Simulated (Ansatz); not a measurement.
Input file for Ansatz (a program for electronic structure):

Ansatz 0.2 input:
```yaml
crystal:
  lattice:
    - [3.8636019965, 0.0, 0.0]
    - [-1.9318009983, 3.3459774791, 0.0]
    - [0.0, 0.0, 10.5685964182]
  atoms:
    - { symbol: Y, position: [0.3333333333, 0.6666666667, 0.1238489758] }
    - { symbol: Y, position: [0.6666666667, 0.3333333333, 0.8761510242] }
    - { symbol: C, position: [0.0, 0.0, 0.0] }
    - { symbol: I, position: [0.3333333333, 0.6666666667, 0.6723312276] }
    - { symbol: I, position: [0.6666666667, 0.3333333333, 0.3276687724] }
kpoints:
  mp_grid: { grid: [7, 7, 2] }
  band_path:
    path:
      - [[0.0, 0.0, 0.0], [0.5, 0.0, 0.0], [0.3333333333, 0.3333333333, 0.0], [0.0, 0.0, 0.0], [0.0, 0.0, 0.5], [0.5, 0.0, 0.5], [0.3333333333, 0.3333333333, 0.5], [0.0, 0.0, 0.5]]  # Γ-M-K-Γ-A-L-H-A
      - [[0.5, 0.0, 0.5], [0.5, 0.0, 0.0]]  # L-M
      - [[0.3333333333, 0.3333333333, 0.5], [0.3333333333, 0.3333333333, 0.0]]  # H-K
      - [VBM, CBM]
    npoints: 8
hamiltonian:
  xc: r2scan
  dispersion: d4
  pseudopotentials: { kind: paw }
magnetization: { noncollinear: true, spin_orbit: true }
scf:
  n_extra_bands: 12
  convergence: { dr2_threshold: 0.0000000001 }
  occupations: { method: gaussian, width: 0.01 }
checkpoint: { write: soc.run }
output: { eigenvalues: true }
```

Output (shortened):

```
Pseudopotential: Y, paw_fr, valence charge 11
Pseudopotential: C, paw_fr, valence charge 4
Pseudopotential: I, paw_fr, valence charge 17
Functional definition: r2SCAN
non-collinear run that drives no moment, with spin-orbit …
Crystal: 5 atoms, lattice volume = 136.626 Å³
Basis set: ecut = 500 eV, 3441 PW (Γ), exchange–correlation on 120×120×320 points (64 copies of the dense FFT grid, shifted against one another)
Bands: 72, of which v1, the nominal top of the filled ones, is band 60 counted from 1 (59 counted from 0)
Symmetry: 12 space group operations + 12 with time reversal
k-points: 16 of 98
Projection manifold: j_resolved (fully-relativistic pseudo-atomic orbitals)
SCF iter   1: F=—  HF=-23023.587761 eV  |F-HF|=—  |Δ(HF+E_count)|=         —  Δρ=1.34e-1  dr2=3.01e2  dr2_τ=4.58e-1  dr2_m=0.00e0 (ungated)  ethr=3.10e-3  |M|=0.00e0 ∫|m|=0.00e0 μB  |m|>n=0.0e0 m-floor=0.0e0 τ_xc=0.0e0  β_m=0.30  ⟨swp⟩=7.8  Hψ=2649  notcnv=0  defer=4
preconditioner: auto → Resta (q_TF=auto, 2.379 Å⁻¹)
spin=Noncollinear: Resta preconditioning applied to the charge; magnetization (m_x, m_y, m_z) channels mix plain (no charge-response kernel on spin).
SCF iter   2: F=—  HF=-22999.924309 eV  |F-HF|=—  |Δ(HF+E_count)|=    2.37e1  Δρ=3.43e-2  dr2=7.88e0  dr2_τ=2.53e-1  dr2_m=0.00e0 (ungated)  ethr=3.10e-3  |M|=0.00e0 ∫|m|=0.00e0 μB  |m|>n=0.0e0 m-floor=0.0e0 τ_xc=0.0e0  β_m=0.32  ⟨swp⟩=4.9  Hψ=1474  notcnv=0  defer=100
SCF iter   3: F=—  HF=-23000.213779 eV  |F-HF|=—  |Δ(HF+E_count)|=   2.89e-1  Δρ=2.06e-2  dr2=1.52e0  dr2_τ=1.46e-2  dr2_m=0.00e0 (ungated)  ethr=3.10e-3  |M|=0.00e0 ∫|m|=0.00e0 μB  |m|>n=0.0e0 m-floor=0.0e0 τ_xc=0.0e0  β_m=0.42  ⟨swp⟩=3.4  Hψ=931  notcnv=0  defer=102
SCF iter   4: F=—  HF=-23000.228443 eV  |F-HF|=—  |Δ(HF+E_count)|=   1.47e-2  Δρ=1.17e-2  dr2=3.06e-1  dr2_τ=2.78e-3  dr2_m=0.00e0 (ungated)  ethr=2.53e-3  |M|=0.00e0 ∫|m|=0.00e0 μB  |m|>n=0.0e0 m-floor=0.0e0 τ_xc=0.0e0  β_m=0.58  ⟨swp⟩=3.5  Hψ=764  notcnv=0  defer=102
SCF iter   5: F=—  HF=-23000.272747 eV  |F-HF|=—  |Δ(HF+E_count)|=   4.43e-2  Δρ=3.85e-3  dr2=6.84e-2  dr2_τ=3.59e-4  dr2_m=0.00e0 (ungated)  ethr=5.10e-4  |M|=0.00e0 ∫|m|=0.00e0 μB  |m|>n=0.0e0 m-floor=0.0e0 τ_xc=0.0e0  β_m=0.76  ⟨swp⟩=5.0  Hψ=906  notcnv=0  defer=104
SCF iter   6: F=—  HF=-23000.265325 eV  |F-HF|=—  |Δ(HF+E_count)|=   7.42e-3  Δρ=1.19e-3  dr2=6.85e-3  dr2_τ=1.91e-5  dr2_m=0.00e0 (ungated)  ethr=1.14e-4  |M|=0.00e0 ∫|m|=0.00e0 μB  |m|>n=0.0e0 m-floor=0.0e0 τ_xc=0.0e0  β_m=0.88  ⟨swp⟩=4.0  Hψ=848  notcnv=0  defer=104
SCF iter   7: F=—  HF=-23000.265346 eV  |F-HF|=—  |Δ(HF+E_count)|=   2.12e-5  Δρ=3.81e-4  dr2=7.12e-4  dr2_τ=1.99e-6  dr2_m=0.00e0 (ungated)  ethr=1.14e-5  |M|=0.00e0 ∫|m|=0.00e0 μB  |m|>n=0.0e0 m-floor=0.0e0 τ_xc=0.0e0  β_m=0.94  ⟨swp⟩=4.3  Hψ=781  notcnv=0  defer=104
SCF iter   8: F=—  HF=-23000.265301 eV  |F-HF|=—  |Δ(HF+E_count)|=   4.56e-5  Δρ=2.11e-4  dr2=5.44e-4  dr2_τ=5.76e-7  dr2_m=0.00e0 (ungated)  ethr=1.19e-6  |M|=0.00e0 ∫|m|=0.00e0 μB  |m|>n=0.0e0 m-floor=0.0e0 τ_xc=0.0e0  β_m=0.97  ⟨swp⟩=2.6  Hψ=831  notcnv=0  defer=104
SCF iter  15: F=-23000.264973 eV  HF=-23000.264973 eV  |F-HF|=3.64e-12  |Δ(HF+E_count)|=  4.37e-11  Δρ=1.17e-7  dr2=2.19e-11  dr2_τ=4.93e-13  dr2_m=0.00e0 (ungated)  ethr=1.00e-12  |M|=0.00e0 ∫|m|=0.00e0 μB  |m|>n=0.0e0 m-floor=0.0e0 τ_xc=0.0e0  ⟨swp⟩=16.4  Hψ=2820  notcnv=0
SCF 1 converged in 15 iterations: F = -23000.264973 eV  dr2 = 2.19e-11
NSCF: frozen V_eff on 34 k-points
NSCF: frozen V_eff on 34 k-points
NSCF: frozen V_eff on 34 k-points
NSCF: frozen V_eff on 34 k-points
NSCF: frozen V_eff on 26 k-points
NSCF: frozen V_eff on 11 k-points
NSCF: frozen V_eff on 11 k-points
NSCF: frozen V_eff on 11 k-points
NSCF: frozen V_eff on 11 k-points
NSCF: frozen V_eff on 11 k-points
NSCF: frozen V_eff on 84 k-points
SCF converged after 15 iterations
Magnetization: |M| = 0.0000 μB,  M = (+0.0000, +0.0000, +0.0000) μB
Absolute magnetization: 0.0000 μB (∫|m|)
  site 0: m = (+0.0000, +0.0000, +0.0000) μB, |m| = 0.0000 μB  (R = 1.07 Å)
  site 1: m = (+0.0000, +0.0000, +0.0000) μB, |m| = 0.0000 μB  (R = 1.07 Å)
  site 2: m = (+0.0000, +0.0000, +0.0000) μB, |m| = 0.0000 μB  (R = 1.07 Å)
  site 3: m = (+0.0000, +0.0000, +0.0000) μB, |m| = 0.0000 μB  (R = 1.28 Å)
  site 4: m = (+0.0000, +0.0000, +0.0000) μB, |m| = 0.0000 μB  (R = 1.28 Å)
Free energy (F): -23000.264973 eV
Harris-Foulkes:  -23000.264973 eV  (|F-HF|=3.64e-12)
Internal energy: -23000.264973 eV  (E = F + TS)
E sigma→0 (E₀):  -23000.264973 eV
Fermi energy:    8.933696 eV
--- Per-component energies (eV) ---
  E_band       = -958.666060
  E_kinetic    = 1074.199586
  E_local      = -5078.994550  (includes V_loc(G=0)·N_el)
  E_nonlocal   = -55.075739
  E_hartree    = 2404.991610
  E_xc         = -627.732897
  E_vxc        = -790.975548  (∫ρ·V_xc dr)
  E_paw        = -15428.333201  (= ΣΔE_a)
  E_vpaw       = -961.223002  (= ΣTr[D̂ρ^β])
  E_aug_tail   = -0.000054  (compensation charges beyond the density's cutoff)
  E_vtau       = 43.419986  (kinetic-family band-sum trace: ∫τ·v_τ [+ j·A + Jᵃ·Aᵃ] dr)
  E_ewald      = -5288.624603
  E_disp       = -0.534567  (pairwise vdW)
  E_core_change = -0.160557  (= ΣΔE_core)
  E_smearing   =  0.000000  (= −TS)
  E_closure    = 0.000000  (closes the sum)
  Σ components = -23000.264973   (vs F -23000.264973, Δ=0.00e0)
  [band-id]    e_kinetic+e_local+e_nonlocal+2·e_hartree+e_vxc+e_vpaw+e_augmentation_tail+e_vtau = -958.666102   (vs E_band -958.666060, Δ=-4.18e-5)
--- Band table (eV; the first three rows and the last of 16) ---
  k-point 0: bands = ["-38.1993", "-38.1993", "-38.1991", "-38.1991", "-38.1752", "-38.1752", "-38.1751", "-38.1751", "-36.4898", "-36.4898", "-36.4896", "-36.4896", "-36.4809", "-36.4809", "-36.4807", "-36.4807", "-36.4584", "-36.4584", "-36.4584", …
  k-point 1: bands = ["-38.1993", "-38.1993", "-38.1991", "-38.1991", "-38.1752", "-38.1752", "-38.1751", "-38.1751", "-36.4898", "-36.4898", "-36.4896", "-36.4896", "-36.4809", "-36.4809", "-36.4807", "-36.4807", "-36.4584", "-36.4584", "-36.4584", …
  k-point 2: bands = ["-38.1992", "-38.1992", "-38.1991", "-38.1991", "-38.1750", "-38.1750", "-38.1750", "-38.1750", "-36.4897", "-36.4897", "-36.4895", "-36.4895", "-36.4809", "-36.4809", "-36.4808", "-36.4808", "-36.4581", "-36.4581", "-36.4581", …
  k-point 15: bands = ["-38.1991", "-38.1991", "-38.1990", "-38.1990", "-38.1742", "-38.1742", "-38.1740", "-38.1740", "-36.4892", "-36.4892", "-36.4889", "-36.4889", "-36.4816", "-36.4816", "-36.4810", "-36.4810", "-36.4568", "-36.4568", "-36.4565", …
```

Cost: very roughly 10 core-minutes on shared cores.

Space group P-3m1. The workflow started from a Materials Project entry (that database holds measured and hypothetical structures alike); the Crystallography Open Database copy checked does not list it. Its standing as an ambient phase is unchecked. Symmetry was held in the r²SCAN+D4 relaxation; its stability against distortions is not shown here. The run is not spin-polarised.

Potentials: the later of the program's two PAW sets.

Ansatz is a plane-wave DFT program.
